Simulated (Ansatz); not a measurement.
This cell of BN (zinc blende) is off equilibrium:

```
CELL_PARAMETERS angstrom
      0.00000     1.80487     1.80487
      1.80487     0.00000     1.80487
      1.80487     1.80487     0.00000
ATOMIC_POSITIONS crystal
  N  0.72434 0.72434 0.77566
  B  0.03324 0.03324 0.96676
```

Calculation: r2SCAN (plane waves to 500 eV, PAW, scalar-relativistic; Ansatz, a quantum-chemistry and plane-wave program). k mesh 16×16×16 (Γ-centred), Fermi-Dirac smearing 0.05 eV. Compression counts positive. BN was relaxed with its symmetry unable to fall.

Q: What forces act on the atoms (eV/Å, Cartesian)?

A: 
| atom | Fx | Fy | Fz |
|---|---|---|---|
| N1 | 0.000 | 0.000 | 4.705 |
| B2 | 0.000 | 0.000 | -4.705 |

Q: What is the stress tensor (GPa)?

A: 
```
   15.0     -3.0      0.0
   -3.0     15.0      0.0
    0.0      0.0      9.5
```
The pressure, a third of the trace, is 13.1 GPa.

(For displaced atoms, the force is minus the slope of the energy, and its curvature is a force constant, which sets phonon frequencies.)
